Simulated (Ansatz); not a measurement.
GeOs in space group P-6m2 (No. 187; Os on 1a, Ge on 1f) at seven volumes, plane-wave PAW r²SCAN (Ansatz code), shape and atoms relaxed at each. One row is withheld.

| V (Å³/atom) | P (GPa) |
|---|---|
| 14.336 | 24.70 |
| 14.809 | 15.02 |
| 15.282 | 6.86 |
| 15.754 | -0.01 |
| 16.227 | -5.75 |
| 16.699 | -10.55 |
| 17.172 | ? |

Task: Fit the shown pressures and predict the withheld one.

Result: P = (3/2)B₀(x^(7/2) − x^(5/2))[1 + (3/4)(B′ − 4)(x − 1)] with x = (V₀/V)^(2/3). Least squares on the six rows gives V₀ = 15.755 Å³/atom, B₀ = 209 GPa, B′ = 4.79. At V = 17.172, x = 0.9442 and P = -14.65 GPa. The run itself gave -14.60 GPa.

A made-up cell: these elements were put on the sites of a structure type; neither database checked (COD, Materials Project) lists it. Whether it is the stable phase at ambient conditions was not checked. The r²SCAN relaxation kept the symmetry of its start; its stability against distortions is not shown here. No spin polarisation was allowed. Spin–orbit coupling is left out wherever it is not named.

Potentials: the earlier of the program's two PAW sets.
